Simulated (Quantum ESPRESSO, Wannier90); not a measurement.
**Wannierisation of MoSe₂ (P6₃/mmc, 2Ha stacking, metal over metal as in NbS2)**

```
begin unit_cell_cart
ang
    3.3260399420    0.0000000000    0.0000000000
   -1.6630199710    2.8804350838    0.0000000000
    0.0000000000    0.0000000000   13.8968600000
end unit_cell_cart
begin atoms_frac
Mo   0.0000000000  0.0000000000  0.2500000000
Mo   0.0000000000  0.0000000000 -0.2500000000
Se   0.3333333333 -0.3333333333  0.3689500000
Se  -0.3333333333  0.3333333333 -0.3689500000
Se  -0.3333333333  0.3333333333 -0.1310500000
Se   0.3333333333 -0.3333333333  0.1310500000
end atoms_frac
```

Cell from Materials Project (mp-1018807), symmetrised, no further relaxation. COD (Crystallography Open Database) has an entry of this formula and space group (matched by these alone). Method: LDA plane waves in Quantum ESPRESSO 7.5 (PseudoDojo norm-conserving files, 69 Ry, no spin polarisation, no spin-orbit coupling), Bloch states on a 6×6×4 mesh through Γ, Wannier90 4.0.1. Density: 12×12×4 mesh, cold smearing 0.01 Ry. The cell is built of weakly bound layers, chains or molecules, whose nearest atoms lie 4.12 Å apart. Database cells relaxed without dispersion often hold them too far apart, which can enlarge gaps and weakens couplings between them; spacing and stacking were not compared with the measured crystal. Spin-orbit coupling, left out, would split the p-like bands by a few tenths of an eV.

A tight-binding model is made by disentanglement and projection with no localisation steps (num_iter = 0), so the 22 orbitals stay atom-like: hydrogen-like Mo: d; Se: p, axes along x, y, z; frozen window up to 2.60 eV relative to the valence-band maximum. It follows pw.x to 8.4 meV rms for states up to 2.1 eV relative to the valence-band maximum. Matrix elements depend on this choice of orbitals and windows.

Q: What are the on-site energies relative to the valence-band maximum, and how fast do the hoppings decay?

A: 
```
atom    orbitals  energy (eV)
----  ----------  -----------
Mo1          dz2        -0.53
Mo1      dxz dyz         0.30
Mo1   dx2-y2 dxy        -0.39
Mo2          dz2        -0.53
Mo2      dxz dyz         0.30
Mo2   dx2-y2 dxy        -0.39
Se3           pz        -1.83
Se3        px py        -1.59
Se4           pz        -1.83
Se4        px py        -1.59
Se5           pz        -1.83
Se5        px py        -1.59
Se6           pz        -1.83
Se6        px py        -1.59
```

```
distance of the centres (Å)  largest modulus (eV)
---------------------------  --------------------
2–3                                           1.4
3–4                                           1.1
4–5                                          0.18
5–6                                         0.057
6–7                                         0.085
7–8                                         0.024
```
